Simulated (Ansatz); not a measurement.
Input, command and steps of an Ansatz relaxation.

```yaml
crystal:
  lattice:
    - [4.1281454613, -2.3921026373, -4.5076566413]
    - [4.2429473485, -2.4478628458, 4.6454645086]
    - [-1.4025825156, -7.2727660885, 0.0273338523]
  atoms:
    - { symbol: Ru, position: [0.4452844552, 0.6983601985, 0.3988370252] }
    - { symbol: Ru, position: [0.8370037789, 0.0700136795, 0.8066903658] }
    - { symbol: Ru, position: [0.7445097527, 0.9734082778, 0.1892863234] }
    - { symbol: Ru, position: [0.5446776107, 0.7938313056, 0.9998618123] }
    - { symbol: Ru, position: [0.5598229918, 0.3126968633, 0.5892165798] }
    - { symbol: Ru, position: [0.1678882637, 0.8977262639, 0.1944290786] }
    - { symbol: Ru, position: [0.9450587271, 0.7246874364, 0.995388961] }
    - { symbol: Ru, position: [0.6589491706, 0.4317026621, 0.2068304067] }
    - { symbol: Rh, position: [0.6267799976, 0.8963129163, 0.6140653212] }
    - { symbol: Rh, position: [0.3380602302, 0.6101502406, 0.7893246051] }
    - { symbol: Rh, position: [0.0658794652, 0.8132206291, 0.6083866717] }
    - { symbol: Rh, position: [0.2570551503, 0.0016447872, 0.808156663] }
    - { symbol: Au, position: [0.1439740397, 0.386320121, 0.6044410584] }
    - { symbol: Au, position: [0.9299977188, 0.1734077065, 0.4036005884] }
    - { symbol: Au, position: [0.2418400973, 0.4970524373, 0.1937235515] }
    - { symbol: Au, position: [0.0321179433, 0.2892648443, 0.0050125604] }
    - { symbol: Au, position: [0.8564105286, 0.6209640125, 0.402601355] }
    - { symbol: Au, position: [0.3695104213, 0.1046023838, 0.3950909399] }
    - { symbol: Au, position: [0.7517362653, 0.511321485, 0.8015944413] }
    - { symbol: Au, position: [0.4632508428, 0.2083773751, 0.9934809634] }
  symmetry: { detect: false }
basis:
  ecutwfc: 420
kpoints:
  mp_grid: { grid: [3, 3, 3] }
hamiltonian:
  xc: pbe
scf:
  occupations: { method: gaussian, width: 0.1 }
  lower_state_search: "off"
output:
  forces: true
  stress: true
  eigenvalues: true
relax:
  adjacent_minimum: "off"
  f_tol: 0.04
  max_steps: 25
  cell: { stress_tol: 0.3 }
```

```bash
ansatz run input.yaml --threads 4 --pin off --max-ram 9216MiB --backend cpu --events-out ev --progress --plain --runs-dir out
```

Level of theory: Ansatz 0.2.0, DFT PBE, scalar-relativistic, plane waves, PAW.

Of 4 frames 3 are shown, positions in Å and forces in eV/Å; the SCF threshold varies from step to step. Steps run on the plane waves of an earlier cell, with a Pulay correction in the pressure. The basis is chosen afresh for the last frame, the zero of the energies, and at times for earlier ones too; energy and pressure can step there, also at an unchanged geometry. Where two frames share a geometry here, they differ by under 2 meV/atom and 0.3 GPa.

```xyz
20
Lattice="4.1281 -2.3921 -4.5077 4.2429 -2.4479 4.6455 -1.4026 -7.2728 0.0273" Properties=species:S:1:pos:R:3:forces:R:3 pbc="T T T" step=1 free_energy_over_end_meV_per_atom=1.36 pressure_GPa=-0.03
Ru    4.2419   -5.6753    1.2479    0.2149    0.0295   -0.0367
Ru    2.6209   -8.0405   -3.4256   -0.0738    0.1077   -0.0599
Ru    6.9381   -5.5403    1.1711   -0.0329    0.0174   -0.0022
Ru    4.2143  -10.5179    1.2598    0.0470   -0.0887   -0.0194
Ru    2.8114   -6.3898   -1.0548    0.0133    0.0821    0.0993
Ru    4.2294   -4.0132    3.4189   -0.1372    0.0294   -0.0576
Ru    5.5800  -11.2738   -0.8663    0.0169   -0.0853   -0.0575
Ru    4.2618   -4.1373   -0.9592   -0.0640   -0.0556    0.2511
Rh    5.5292   -8.1593    1.3553    0.1015    0.0521   -0.1050
Rh    2.8773   -8.0428    1.3321    0.0313   -0.0171   -0.0536
Rh    2.8691   -6.5729    3.4975   -0.0599    0.0337    0.0650
Rh   -0.0654   -6.4965   -1.1290   -0.0974    0.0455   -0.0483
Au    1.3857   -5.6860    1.1622    0.0054   -0.0327   -0.0048
Au    4.0088   -5.5844   -3.3755    0.0268   -0.0261    0.0267
Au    2.8356   -3.2041    1.2242    0.0941    0.0362    0.0312
Au    1.3529   -0.8214    1.1991   -0.0284    0.0503    0.0302
Au    5.6054   -6.4967   -0.9647    0.0104   -0.0117   -0.0622
Au    1.4151   -4.0134   -1.1689   -0.0273   -0.0345    0.0415
Au    4.1485   -8.8797   -0.9913   -0.0595   -0.0559   -0.0147
Au    1.4031   -8.8436   -1.0930    0.0188   -0.0763   -0.0231
20
Lattice="4.1422 -2.4028 -4.5331 4.2490 -2.4477 4.6581 -1.3774 -7.2394 0.0200" Properties=species:S:1:pos:R:3:forces:R:3 pbc="T T T" step=2 free_energy_over_end_meV_per_atom=0.25 pressure_GPa=0.03
Ru    4.2991   -5.6699    1.2470   -0.0921    0.0778   -0.0421
Ru    2.6463   -8.0064   -3.4675   -0.0035    0.0028   -0.0129
Ru    6.9630   -5.5476    1.1578   -0.1230   -0.0022   -0.0383
Ru    4.2650  -10.4985    1.2475    0.0316    0.0034   -0.0261
Ru    2.8314   -6.3694   -1.0494    0.0539   -0.0135    0.0080
Ru    4.2214   -4.0083    3.4150    0.1181   -0.0381    0.0874
Ru    5.6177  -11.2603   -0.8974    0.0084    0.0005    0.0558
Ru    4.2695   -4.1425   -0.9277    0.0348   -0.0910   -0.0611
Rh    5.5775   -8.1330    1.3313    0.0037    0.0186    0.0405
Rh    2.9186   -8.0174    1.3155   -0.0204    0.0077   -0.0205
Rh    2.8787   -6.5437    3.4993    0.0457   -0.0046    0.0422
Rh   -0.0553   -6.4635   -1.1584    0.0463   -0.0228    0.0202
Au    1.4102   -5.6742    1.1599    0.0148   -0.0023    0.0150
Au    4.0451   -5.5845   -3.3845    0.0294   -0.0120   -0.0034
Au    2.8653   -3.1894    1.2295   -0.0677    0.0242   -0.0434
Au    1.3452   -0.8130    1.2079    0.0287   -0.0334   -0.0695
Au    5.6256   -6.4943   -0.9954   -0.0431    0.0113   -0.0360
Au    1.4224   -4.0115   -1.1676   -0.0237   -0.0246    0.0414
Au    4.1660   -8.8725   -1.0128    0.0085    0.0421    0.0159
Au    1.4280   -8.8264   -1.1180   -0.0506    0.0563    0.0264
20
Lattice="4.1391 -2.4027 -4.5301 4.2473 -2.4454 4.6552 -1.3820 -7.2452 0.0180" Properties=species:S:1:pos:R:3:forces:R:3 pbc="T T T" step=4 free_energy_over_end_meV_per_atom=0.00 pressure_GPa=0.03
Ru    4.2859   -5.6632    1.2424    0.0218    0.0157   -0.0083
Ru    2.6387   -8.0118   -3.4657    0.0038    0.0006   -0.0048
Ru    6.9460   -5.5470    1.1553   -0.0256   -0.0087    0.0049
Ru    4.2572  -10.5002    1.2423    0.0051    0.0019   -0.0089
Ru    2.8316   -6.3734   -1.0484   -0.0116   -0.0029    0.0094
Ru    4.2255   -4.0093    3.4178    0.0060   -0.0034    0.0124
Ru    5.6109  -11.2648   -0.8966    0.0024    0.0072    0.0121
Ru    4.2685   -4.1477   -0.9349   -0.0001   -0.0007   -0.0185
Rh    5.5718   -8.1311    1.3329    0.0065    0.0009    0.0004
Rh    2.9122   -8.0187    1.3136   -0.0013    0.0014   -0.0018
Rh    2.8790   -6.5468    3.5013   -0.0070   -0.0044    0.0146
Rh   -0.0552   -6.4699   -1.1568    0.0047   -0.0010   -0.0031
Au    1.4069   -5.6786    1.1606    0.0013   -0.0123    0.0064
Au    4.0426   -5.5882   -3.3829   -0.0092    0.0000    0.0000
Au    2.8595   -3.1870    1.2250    0.0013    0.0113   -0.0036
Au    1.3438   -0.8143    1.2007   -0.0049    0.0077    0.0022
Au    5.6196   -6.4961   -0.9996    0.0085   -0.0066    0.0022
Au    1.4176   -4.0159   -1.1641    0.0010   -0.0010   -0.0008
Au    4.1603   -8.8743   -1.0135   -0.0025   -0.0062   -0.0007
Au    1.4196   -8.8282   -1.1181   -0.0002    0.0006   -0.0142
```

Time: 2.8 min on 4 threads of Arm Neoverse V1 (shared host), peak memory 1.9 GiB.

The k mesh is coarse. Spin–orbit coupling is left out, which can shift energies with elements as heavy as these.